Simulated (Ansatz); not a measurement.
**TaCu2O3: settings compared (Ansatz)**

Launch command:

```bash
ansatz run input.yaml --threads 1 --pin off --max-ram 2560MiB --backend cpu --events-out ev --progress --plain --runs-dir out
```

Input:

```yaml
crystal:
  lattice:
    - [2.68374519, 4.6483819, 0.0]
    - [-2.68374519, 4.6483819, 0.0]
    - [0.0, 0.0, 3.60926143]
  atoms:
    - { symbol: Cu, position: [0.3333, 0.3334, 0.5] }
    - { symbol: Cu, position: [0.6666, 0.6667, 0.5] }
    - { symbol: Ta, position: [0.0, 0.0, 0.0] }
    - { symbol: O, position: [0.5, 0.5, 0.0] }
    - { symbol: O, position: [0.5, 0.0, 0.0] }
    - { symbol: O, position: [0.0, 0.5, 0.0] }
  symmetry: { tolerance: 0.0003 }
kpoints:
  mp_grid: { grid: [4, 4, 5], shift: [0, 0, 0] }
magnetization:
  spin_polarized: false
scf:
  occupations: { method: fermi_dirac }
hamiltonian:
  pseudopotentials: { kind: paw }
  xc: r2scan
basis:
  ecutwfc: 500
output:
  forces: true
  stress: true
  eigenvalues: true
  write_density: true
  write_potential: true
  elf: true
  volumetric_format: npy
```

Origin of the cell: a known structure type with other elements, at an estimated volume, so it need not be a known compound.

The smearing width isn't typed, so it takes its default of 0.1 eV.

Output of this run (shortened):

```
Warning: the atoms were moved onto the symmetric positions of the space group found under crystal.symmetry.tolerance 3.0e-4 (fractional; no operation is sought that the atoms, as they stand i […]
Pseudopotentials: kind: paw
Pseudopotential: Cu, paw, valence charge 19, recommended cutoff 500 eV (meta_gga), Cu.paw.azcp
Pseudopotential: Ta, paw, valence charge 13, recommended cutoff 500 eV (meta_gga), Ta.paw.azcp
Pseudopotential: O, paw, valence charge 6, recommended cutoff 500 eV (meta_gga), O.paw.azcp
Functional definition: r2SCAN
  exchange = r2scan_x(k0 = k0, k1 = k1, a1 = a1)
  correlation = r2scan_c
Crystal: 6 atoms, lattice volume = 90.052 Å³
Basis set: ecut = 500 eV, 2269 PW (Γ), exchange–correlation on 160×160×108 points (64 copies of the dense FFT grid, shifted against one another)
Bands: 42, of which v1, the nominal top of the filled ones, is band 35 counted from 1 (34 counted from 0)
[… 12 lines left out …]
Initial density: superposition of atomic densities (neutral atoms: chi_scale 0, normalization atom), corrected by the library's trained network
Functional: x = r2scan, c = r2scan; τ floored in thin density (d = 2e-4 eV/Å³)
SCF iter   1: F=—  HF=-24903.210616 eV  Δρ=5.68e-2  dr2=4.22e0  dr2_τ=2.36e-1
SCF iter   2: F=—  HF=-24903.813430 eV  Δρ=1.39e-1  dr2=2.14e1  dr2_τ=9.39e-1  recentre
SCF iter   3: F=—  HF=-24902.993108 eV  Δρ=2.67e-2  dr2=7.61e-1  dr2_τ=1.13e-2
SCF iter   4: F=—  HF=-24902.952541 eV  Δρ=1.09e-2  dr2=1.30e-1  dr2_τ=3.33e-3
SCF iter   5: F=—  HF=-24902.945628 eV  Δρ=8.07e-3  dr2=6.83e-2  dr2_τ=3.33e-3
[… 3 lines left out …]
SCF iter   9: F=—  HF=-24902.943129 eV  Δρ=6.82e-4  dr2=4.63e-4  dr2_τ=5.32e-6
SCF iter  10: F=—  HF=-24902.943104 eV  Δρ=7.91e-5  dr2=8.53e-6  dr2_τ=1.80e-7
SCF iter  11: F=—  HF=-24902.943100 eV  Δρ=3.86e-5  dr2=1.77e-6  dr2_τ=4.89e-8
SCF iter  12: F=—  HF=-24902.943100 eV  Δρ=1.34e-5  dr2=1.53e-7  dr2_τ=3.59e-9
SCF iter  13: F=-24902.943100 eV  HF=-24902.943100 eV  Δρ=1.49e-6  dr2=3.36e-9  dr2_τ=6.87e-11
SCF 1 converged in 13 iterations: F = -24902.943100 eV  dr2 = 3.36e-9
SCF converged after 13 iterations
Free energy (F): -24902.943100 eV
Harris-Foulkes:  -24902.943100 eV  (|F-HF|=1.49e-9)
Internal energy: -24902.750995 eV  (E = F + TS)
E sigma→0 (E₀):  -24902.847048 eV
Entropy (-TS):   -0.192106 eV (-32.018 meV/atom)
Fermi energy:    8.678366 eV
--- Per-component energies (eV) ---
  E_band       = -1291.724044
  E_kinetic    = 1452.625979
  E_local      = -12367.299623  (includes V_loc(G=0)·N_el)
  E_nonlocal   = 967.069561
  E_hartree    = 5303.869890
  E_xc         = -572.695025
  E_vxc        = -759.478951  (∫ρ·V_xc dr)
  E_paw        = -12271.354798  (= ΣΔE_a)
  E_vpaw       = -1239.980779  (= ΣTr[D̂ρ^β])
  E_aug_tail   = 0.003042  (compensation charges beyond the density's cutoff)
  E_vtau       = 47.601853  (kinetic-family band-sum trace: ∫τ·v_τ [+ j·A + Jᵃ·Aᵃ] dr)
  E_ewald      = -7413.515702
  E_core_change = -1.454319  (= ΣΔE_core)
  E_smearing   = -0.192106  (= −TS)
  Σ components = -24902.943100   (vs F -24902.943100, Δ=0.00e0)
--- Forces (eV/Å), atoms counted from 1 ---
  atom   1  Cu     0.000000    -0.000000     0.000000
  atom   2  Cu    -0.000000     0.000000     0.000000
  atom   3  Ta    -0.000000    -0.000000     0.000000
  atom   4  O      0.000000     0.000000     0.000000
  atom   5  O      0.000000     0.000000     0.000000
  atom   6  O      0.000000    -0.000000     0.000000
  max |Σ_I F_I| component: 4.63e-18 eV/Å
--- Stress (GPa, compression-positive) ---
      -34.986910      -0.000000       0.000000
       -0.000000     -34.986910      -0.000000
        0.000000      -0.000000     -37.925970
  P = ⅓ Tr σ = -35.9666 GPa (-359.666 kbar)
```

The same input was run again with these changes:

1. `basis.ecutrho_ratio` default → 8; `basis.ecutwfc` 500 → "800 eV"
2. `crystal.symmetry` { tolerance: 0.0003 } → { detect: false }; `scf.algorithm` default → density_mixing; `scf.eigensolver.kind` default → davidson; `basis.precision` default → f64
3. `kpoints.mp_grid.shift` [0, 0, 0] → [0.5, 0.5, 0.5]
4. `scf.occupations.method` fermi_dirac → gaussian; `scf.occupations.width` default → 0.025

```tsv
run	end	SCF iterations	P (GPa)	max force component (eV/Å)	moment (μB)	ΔE(σ→0) (meV/atom)
base	converged	13	-35.97	0.000	–	0
1	converged	13	-35.97	0.000	–	-2.78
2	converged	16	-35.97	0.000	–	0.00
3	converged	13	-35.57	0.004	–	9.71
4	converged	13	-36.13	0.000	–	1.34
```

Energies are compared only where functional, datasets, charge and starting cell are the same.

Caveats of the base run: no moments, though an odd count or open d shells may carry them; no spin-orbit coupling, though heavy elements are present; the given cell is far from equilibrium, with atoms too close or a volume far off; the k mesh is coarse if the cell is a metal.

Run 3: the k mesh keeps only part of the crystal's symmetry.

The base run took 10 s of wall time on 1 CPU thread(s) of a shared host, from the program's own first density.
